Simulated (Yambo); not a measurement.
**How GW settings move the gap: SrTiO$_{3}$**

G0W0@LDA for SrTiO$_{3}$ (space group I4/mcm, No. 140) in Yambo. Reference settings: 4×4×4 Γ-centred k mesh, bands 3 to 148 and a 6 Ry block in the screening, 148 bands in G with the Bruneval-Gonze terminator, plasmon pole fitted at 27.2 eV. The LDA gap Γ → Γ on this mesh is 1.82 eV; G0W0 gaps are taken between the same points.

```csv
change from the reference,G0W0 gap Γ → Γ (eV),shift of the valence edge (eV)
reference settings,3.53,-0.27
"70 bands in W, 70 bands in G",3.66,-0.10
70 bands in G,3.53,-0.20
2 Ry block,3.98,-0.38
pole fitted at 15 eV,3.52,-0.23
"70 bands in G, no terminator",3.70,0.45
```

The reference isn't shown to be the converged limit.

Geometry of the Materials Project entry, not relaxed at this level; primitive cell a = 5.5339 Å, b = 5.5339 Å, c = 5.5339 Å, α = 120.03°, β = 120.03°, γ = 89.95°.

This is not the ordinary phase of the substance.

A shift is the quasiparticle energy of the state minus its LDA energy.
